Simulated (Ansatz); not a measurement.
SnO2:
```xyz
6
Lattice="4.7547 0.0000 0.0000 0.0000 4.7547 0.0000 0.0000 0.0000 3.1881" Properties=species:S:1:pos:R:3 pbc="T T T"
Sn     2.3774     2.3774     1.5940
Sn     0.0000     0.0000     0.0000
O      0.9217     3.8330     1.5940
O      3.8330     0.9217     1.5940
O      3.2991     3.2991     0.0000
O      1.4556     1.4556     0.0000
```

Relaxed with HSE06.

Give the Bader charges and basin volumes of the independent atoms, DFT-HSE06 in the program Ansatz with PAW potentials.



```json
[
 {"atom": "Sn1", "Bader charge (e)": "+2.63", "Bader volume (Å³)": "9.8"},
 {"atom": "O3", "Bader charge (e)": "-1.31", "Bader volume (Å³)": "13.1"}
]
```

Space group P4_2/mnm (rutile). Symmetry was held in the HSE06 relaxation. Scalar-relativistic: spin–orbit coupling is off unless named, which matters more the heavier the elements.

Potentials: the earlier of the program's two PAW sets. The files were generated under PBE; for other functionals the program regenerates the frozen cores, and for LDA and PBEsol the local potential too.
